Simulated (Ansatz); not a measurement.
GeS in space group P4/nmm (No. 129; Ge on 2c, S on 2a) at seven volumes, plane-wave PAW PBE (Ansatz code), shape and atoms relaxed at each. One row is withheld.

```json
[
 {"V (Å³/atom)": "21.227", "P (GPa)": "1.77"},
 {"V (Å³/atom)": "21.927", "P (GPa)": "0.99"},
 {"V (Å³/atom)": "22.626", "P (GPa)": "0.41"},
 {"V (Å³/atom)": "23.326", "P (GPa)": "0.00"},
 {"V (Å³/atom)": "24.026", "P (GPa)": "-0.28"},
 {"V (Å³/atom)": "24.726", "P (GPa)": "?"},
 {"V (Å³/atom)": "25.426", "P (GPa)": "-0.55"}
]
```

Fit the shown pressures and predict the withheld one.

P = (3/2)B₀(x^(7/2) − x^(5/2))[1 + (3/4)(B′ − 4)(x − 1)] with x = (V₀/V)^(2/3). Least squares on the six rows gives V₀ = 23.328 Å³/atom, B₀ = 11.3 GPa, B′ = 11.77. At V = 24.726, x = 0.9619 and P = -0.46 GPa. The run itself gave -0.44 GPa.

The cell is a constructed one: a structure type filled with these elements; neither database checked (COD, Materials Project) lists it. COD files the formula under space group No. 62, so this cell is another polymorph or a model. Its standing as an ambient phase is unchecked. Symmetry was held in the PBE relaxation; its stability against distortions is not shown here. A crystal of weakly bound layers computed without a dispersion correction: the cell and the soft elastic constants depend strongly on that.

Potentials: the later of the program's two PAW sets.
